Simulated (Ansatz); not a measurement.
Ionic part of the dielectric constant of InAg4Cl3, mode by mode

All numbers below come from DFT PBE, scalar-relativistic, plane waves, PAW (Ansatz 0.2.0). Cutoff 420 eV, 6×6×6 k-points (Γ-centred), fixed occupations. No spin polarisation. Phonons by linear response, acoustic sum rule imposed.

Space group R3m (No. 160), trigonal, a = 7.424 Å, c = 15.367 Å. In has 3 Cl at 2.83 Å; Ag on a site of symmetry 3m has 3 Cl at 2.75 Å and 3 Ag at 2.76 Å; around Ag on a site of symmetry m lie 2 Cl at 2.68 Å and 3 Ag at 2.76–2.78 Å; around Cl lie 3 Ag at 2.68–2.75 Å and 1 In at 2.83 Å.

The cell was found from a structure generator's guess, not taken from experiment. Modes under 40 cm⁻¹ are poorly fixed.

The primitive cell has V = 244.49 Å³ and ε∞,zz = 4.720. Each polar mode adds Δε = (4.92064×10⁷/V)·S/ν² along z, with S its oscillator strength in e²/amu, ν in cm⁻¹ and V in Å³.

Question: From these modes, find each Δε and ε0,zz.
```csv
ν (cm⁻¹),S_zz (e²/amu)
63.10,0.00012
104.63,0.04784
141.82,0.239
165.87,0.04622
195.75,0.02294
```

Answer:
```csv
ν (cm⁻¹),Δε
63.10,0.01
104.63,0.88
141.82,2.39
165.87,0.34
195.75,0.12
```

The sum is 3.74, so ε0,zz = 8.46; the run's tensor has 8.46.
